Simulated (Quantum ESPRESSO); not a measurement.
## Kohn-Sham bands of HfPbO3 (cubic perovskite)

```
CELL_PARAMETERS angstrom
      4.15548     0.00000     0.00000
      0.00000     4.15548     0.00000
      0.00000     0.00000     4.15548
ATOMIC_POSITIONS crystal
  Hf 0.50000 0.50000 0.50000
  Pb 0.00000 0.00000 0.00000
  O  0.00000 0.50000 0.50000
  O  0.50000 0.00000 0.50000
  O  0.50000 0.50000 0.00000
```

Materials Project entry mp-22535; symmetrised, unrelaxed at this level. Not found in the COD (Crystallography Open Database) copy used, which has the formula in other groups; not checked further. Level: PBEsol, no spin polarisation, no spin-orbit coupling; pw.x of Quantum ESPRESSO at 68 Ry with PseudoDojo potentials, 6×6×6 k-points, Wannier90. Density: 8×8×8 mesh, cold smearing 0.01 Ry. Spin-orbit coupling is left out although heavy elements are present.

Problem. List the Kohn-Sham levels between −8 and 5.3 eV relative to the valence-band maximum at the high-symmetry points, as a band run of pw.x on that density gives them (levels within 2 meV counted together).

Solution. 
| point | k (reciprocal lattice) | levels (eV) |
|---|---|---|
| Γ | 0.000 0.000 0.000 | -6.22, -2.70 (×3), -0.97 (×3), -0.47 (×3), 4.17 (×3) |
| X | 0.000 0.500 0.000 | -7.00, -4.12, -2.50 (×2), -1.73 (×2), -1.22, -0.49 (×2), -0.05, 2.33, 4.22, 5.16 (×2) |
| M | 0.500 0.500 0.000 | -7.33, -4.26, -3.86, -2.38 (×2), -2.04 (×2), -1.57, -1.04, 0.00, 4.31, 4.41 (×2) |
| R | 0.500 0.500 0.500 | -5.95, -4.54 (×3), -4.47, -3.85 (×2), -0.03 (×3) |
